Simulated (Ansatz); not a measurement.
A geometry of Cu away from equilibrium: step 3 of the relaxation of a relaxed Cu cell, doubled along one cell vector, shaken by Gaussian noise of σ = 0.08 Å a coordinate. Computed with r2SCAN (plane waves to 500 eV, PAW, scalar-relativistic; Ansatz, a first-principles code). Γ-centred k-mesh 14×7×14 on the run's cell (coarser than for final values), Fermi–Dirac smearing 0.05 eV.

```xyz
2
Lattice="2.3722 -0.0016 0.0029 -0.0032 4.6635 -0.0018 0.0029 -0.0009 2.3719" Properties=species:S:1:pos:R:3:forces:R:3 pbc="T T T" free_energy=-13261.627 pressure_GPa=-1.0
Cu     0.9390     1.1947     1.0993   -0.3502    0.1728   -0.2223
Cu     1.4038     3.5540     1.3776    0.3502   -0.1728    0.2223
```

Positions in Å, forces in eV/Å, free energy of the cell in eV (comparable only within this code, potentials and settings). Largest force: 0.45 eV/Å, on Cu1, Cu2 (atoms numbered as listed); the geometry lies 0.44 eV/atom above the end of its relaxation.

No spin polarisation in the result.

The run could not lose the symmetry of its start.

Of the parent cell (Pm-3m (No. 221)): it is a generated cell of Cu: the first start was made by a random draw of sites in a space group, and the end was not matched to a known phase here, so it may be hypothetical. Known forms of Cu include space group No. 225.
